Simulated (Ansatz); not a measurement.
Mg:
```yaml
crystal:
  lattice:
    - [3.20992, 0.00000, 0.00000]
    - [-1.60496, 2.77987, 0.00000]
    - [0.00000, 0.00000, 5.14061]
  atoms:
    - { symbol: Mg, position: [0.33333, 0.66667, 0.25000] }
    - { symbol: Mg, position: [0.66667, 0.33333, 0.75000] }
```

Relaxed with PBE. Special points in fractions of this cell's reciprocal vectors: Γ (0.000, 0.000, 0.000); M (0.500, 0.000, 0.000); K (0.333, 0.333, 0.000); A (0.000, 0.000, 0.500); L (0.500, 0.000, 0.500); H (0.333, 0.333, 0.500).

### Question
List the band energies nearest the Fermi level at these points for PBE in the plane-wave PAW code Ansatz.

### Answer
In eV from the Fermi level; about four levels below and three above (degenerate sets whole), none deeper than 8.9 eV; … stands for higher levels left out; points with the same levels are listed once.

```csv
k,below,above
Γ,-6.93 -1.61 -1.11,10.79 10.79 10.88 10.88
M,-2.18 -2.17,2.68 3.05 3.38
K,-0.66 -0.65 -0.65,4.14 4.14 4.42
A,-5.51 -5.51,5.24 5.24 …
L,-1.11 -1.11 -0.46 -0.46,7.94 7.94 …
H,–,0.17 0.17 0.66 0.66
```

Space group P6_3/mmc (hcp (Mg type)). The PBE relaxation kept the symmetry of its start.

Potentials: the later of the program's two PAW sets.
